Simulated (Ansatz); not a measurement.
## Calculated ⁴⁹Ti NMR of the central transition for La2Ti3O9

Cell: a Materials Project structure (computed, not necessarily an observed phase).

```cif
data_La2Ti3O9
_symmetry_space_group_name_H-M 'I23'
_symmetry_Int_Tables_number 197
_cell_length_a 9.1660
_cell_length_b 9.1660
_cell_length_c 9.1660
_cell_angle_alpha 90.000
_cell_angle_beta 90.000
_cell_angle_gamma 90.000
loop_
_atom_site_label
_atom_site_type_symbol
_atom_site_symmetry_multiplicity
_atom_site_Wyckoff_symbol
_atom_site_fract_x
_atom_site_fract_y
_atom_site_fract_z
La La 8 c 0.7017 0.2983 0.2983
Ti Ti 12 e 0.0000 0.3446 0.5000
O11 O 24 f 0.8212 0.2129 0.5266
O13 O 12 d 0.0000 0.3585 0.0000
```

One atom of each set is listed; the run and its k-mesh use a cell of 28 atoms with edges of 7.94, 7.94, 7.94 Å.

Computed with Ansatz: DFT, PBE, plane waves and PAW (field gradients read without the response of the frozen cores, which leaves them typically 4 to 6 % off), scalar-relativistic, 420 eV cutoff, Γ-centred 4×4×4 k-points, Fermi–Dirac smearing 0.02 eV.

⁴⁹Ti has I = 7/2 and Q = 247.0 mb (Pyykkö 2018); at 23.5 T its Larmor frequency is ν₀ = 56.5 MHz. Only the quadrupole interaction is simulated: positions count from each site's isotropic chemical shift, and J coupling is left out, as are shift anisotropy and dipolar coupling, which fast spinning averages.

Simulated pattern of one Ti site (fast magic-angle spinning, Gaussian broadening 0.6 kHz):

```json
{"offset (kHz)": "-26.31", "height": "0"}
{"offset (kHz)": "-25.60", "height": "0"}
{"offset (kHz)": "-24.88", "height": "4"}
{"offset (kHz)": "-24.17", "height": "8"}
{"offset (kHz)": "-23.45", "height": "14"}
{"offset (kHz)": "-22.74", "height": "18"}
{"offset (kHz)": "-22.02", "height": "18"}
{"offset (kHz)": "-21.31", "height": "19"}
{"offset (kHz)": "-20.59", "height": "19"}
{"offset (kHz)": "-19.88", "height": "20"}
{"offset (kHz)": "-19.16", "height": "21"}
{"offset (kHz)": "-18.45", "height": "22"}
{"offset (kHz)": "-17.73", "height": "23"}
{"offset (kHz)": "-17.02", "height": "24"}
{"offset (kHz)": "-16.30", "height": "26"}
{"offset (kHz)": "-15.59", "height": "28"}
{"offset (kHz)": "-14.87", "height": "30"}
{"offset (kHz)": "-14.16", "height": "42"}
{"offset (kHz)": "-13.44", "height": "76"}
{"offset (kHz)": "-12.73", "height": "100"}
{"offset (kHz)": "-12.01", "height": "95"}
{"offset (kHz)": "-11.30", "height": "96"}
{"offset (kHz)": "-10.58", "height": "78"}
{"offset (kHz)": "-9.87", "height": "62"}
{"offset (kHz)": "-9.15", "height": "54"}
{"offset (kHz)": "-8.44", "height": "49"}
{"offset (kHz)": "-7.72", "height": "45"}
{"offset (kHz)": "-7.01", "height": "41"}
{"offset (kHz)": "-6.29", "height": "39"}
{"offset (kHz)": "-5.58", "height": "36"}
{"offset (kHz)": "-4.86", "height": "34"}
{"offset (kHz)": "-4.15", "height": "33"}
{"offset (kHz)": "-3.43", "height": "31"}
{"offset (kHz)": "-2.72", "height": "30"}
{"offset (kHz)": "-2.00", "height": "29"}
{"offset (kHz)": "-1.29", "height": "28"}
{"offset (kHz)": "-0.57", "height": "25"}
{"offset (kHz)": "0.14", "height": "8"}
{"offset (kHz)": "0.86", "height": "0"}
{"offset (kHz)": "1.57", "height": "0"}
```

Q: Which |C_Q| and η does the pattern imply?

A: The pattern spans 24.8 kHz before broadening and its centre of gravity is at -11.1 kHz, which fixes P_Q; the places of the horns and steps fix η. That gives P_Q = 15.7 MHz, |C_Q| = 14.0 MHz and η = 0.89. The sign of C_Q can't be read from the pattern.

The largest force is 0.3 eV/Å, so the atoms aren't at the calculated equilibrium and relaxing them would move these values.

The run took 57 s of wall time (57 s of CPU time) and 0.88 GiB at its peak, on 1 thread of Intel Xeon Platinum 8488C (Sapphire Rapids) (x86_64; 48 cores open to the job, memory cap 2.5 GiB, no GPU), a shared host with a load of 0.7 a core.
